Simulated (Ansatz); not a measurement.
Starting cell, SiC (zinc blende):

```xyz
4
Lattice="0.0000 4.3797 4.3797 2.1899 0.0000 2.1899 2.1899 2.1899 0.0000" Properties=species:S:1:pos:R:3 pbc="T T T"
C      3.2848     3.2848     3.2848
C      3.2848     5.4747     5.4747
Si     0.0000     0.0000     0.0000
Si     2.1899     2.1899     4.3797
```

The atoms are displaced by Q × the pattern below (from a DFPT mode at L = (0.5, 0.0, 0.0), largest move 1; Q in Å), at fixed cell. It is one choice among 2 degenerate patterns. (q is in reciprocal vectors of the primitive cell; the cell shown is doubled to hold the pattern.)

```csv
atom,x,y,z
C1,0.285,-0.520,0.805
C2,-0.285,0.520,-0.805
Si3,0.109,-0.198,0.307
Si4,-0.109,0.198,-0.307
```

Calculation: PBE (plane waves to 420 eV, PAW, scalar-relativistic; Ansatz, an electronic-structure program). k mesh 13×13×13 (Γ-centred), Fermi-Dirac smearing 0.05 eV. Energies are smeared free energies. SiC was relaxed with its symmetry unable to fall. The PAW data are Ansatz's earlier set. ΔE is measured from the undisplaced structure.

```csv
Q (Å),ΔE (meV/cell)
-0.180,withheld
-0.150,760
-0.120,483
-0.090,270
-0.060,119
-0.030,30
0.000,0
0.030,30
0.060,119
0.090,270
0.120,483
0.150,760
0.180,withheld
```

Task: Fit an even polynomial form (powers 2, 4) to the given rows and predict ΔE at Q = -0.180.

Result: Least squares on the 11 given rows: ΔE = (33080)·Q² + (31390)·Q⁴, in meV/cell with Q in Å; root-mean-square residual 0.2 meV/cell. At -0.180 the fit gives 1105 meV/cell; the calculation gives 1105 meV/cell, the same to the digits shown. The quadratic term alone would give 1072 meV/cell.

(A displaced cell: forces are minus the slopes of the energy, force constants its curvatures, and phonons follow from these.)
